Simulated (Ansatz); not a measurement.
Al3Pd2:
```
CELL_PARAMETERS angstrom
      4.17243     0.00000     0.00000
     -2.08621     3.61343     0.00000
      0.00000     0.00000     5.10290
ATOMIC_POSITIONS crystal
  Al 0.00000 0.00000 0.00000
  Al 0.33333 0.66667 0.64545
  Al 0.66667 0.33333 0.35455
  Pd 0.33333 0.66667 0.15582
  Pd 0.66667 0.33333 0.84418
```

Relaxed with LDA.

Q: Which orbitals make up the states near the Fermi level in the program Ansatz at the LDA level (PAW)?

A: Within 0.5 eV of the Fermi level: Al 3p 62 %, Pd 4d 22 %, Al 3s 9 %, outside the projected shells 7 %. Projections are on Löwdin-orthogonalised atomic valence shells; empty p or d shells of many metals are not among them.

Q: Tabulate the density of states.

A: States/eV per cell of 5 atoms, in 0.25 eV bins, energy from the Fermi level.

```csv
E (eV),total,Pd 4d,Al 3p,Al 3s
-7.85,1.12,0.12,0.53,0.41
-7.60,1.14,0.16,0.51,0.41
-7.35,1.17,0.24,0.47,0.41
-7.10,1.95,0.59,0.63,0.67
-6.85,2.66,1.09,0.65,0.85
-6.60,3.87,2.11,0.66,1.04
-6.35,3.61,2.02,0.64,0.90
-6.10,2.75,1.62,0.57,0.52
-5.85,1.50,0.92,0.38,0.17
-5.60,3.34,2.33,0.79,0.16
-5.35,4.57,3.30,1.05,0.14
-5.10,7.74,6.20,1.21,0.23
-4.85,10.71,9.02,1.35,0.23
-4.60,3.65,3.23,0.32,0.07
-4.35,3.80,3.28,0.38,0.11
-4.10,5.64,4.87,0.62,0.12
-3.85,7.42,6.51,0.77,0.10
-3.60,5.85,5.32,0.39,0.10
-3.35,9.34,8.12,0.96,0.18
-3.10,7.10,5.89,0.96,0.17
-2.85,2.21,1.46,0.59,0.11
-2.60,1.75,0.82,0.74,0.13
-2.35,1.67,0.68,0.81,0.09
-2.10,1.53,0.60,0.76,0.09
-1.85,1.97,0.73,1.01,0.14
-1.60,2.41,0.85,1.26,0.19
-1.35,2.13,0.63,1.20,0.18
-1.10,2.40,0.59,1.49,0.19
-0.85,2.13,0.46,1.37,0.17
-0.60,1.53,0.33,0.97,0.13
-0.35,1.27,0.26,0.81,0.11
-0.10,1.15,0.25,0.71,0.10
0.15,1.09,0.25,0.66,0.09
0.40,1.04,0.23,0.63,0.09
0.65,1.01,0.21,0.61,0.10
0.90,0.99,0.19,0.61,0.10
1.15,1.03,0.19,0.65,0.10
1.40,1.15,0.20,0.74,0.12
1.65,1.44,0.24,0.88,0.20
1.90,1.21,0.17,0.72,0.20
2.15,1.02,0.13,0.53,0.26
2.40,1.32,0.17,0.43,0.56
2.65,2.14,0.25,0.66,0.86
2.90,2.81,0.28,0.93,1.06
3.15,2.24,0.19,0.78,0.73
3.40,2.49,0.19,0.95,0.66
3.65,2.68,0.18,1.03,0.67
3.90,2.73,0.18,1.08,0.66
4.15,2.44,0.14,1.00,0.54
4.40,2.25,0.11,0.91,0.47
4.65,2.31,0.11,0.97,0.45
4.90,2.29,0.10,1.03,0.42
```

Space group P-3m1 (La2O3 or Ni2Al3 type). The workflow started from a Materials Project entry (that database holds measured and hypothetical structures alike); the Crystallography Open Database copy checked does not list it. Whether it is the stable phase at ambient conditions was not checked. Symmetry was held in the LDA relaxation; its stability against distortions is not shown here. The run is not spin-polarised. Spin–orbit coupling is left out wherever it is not named.

Potentials: the later of the program's two PAW sets.
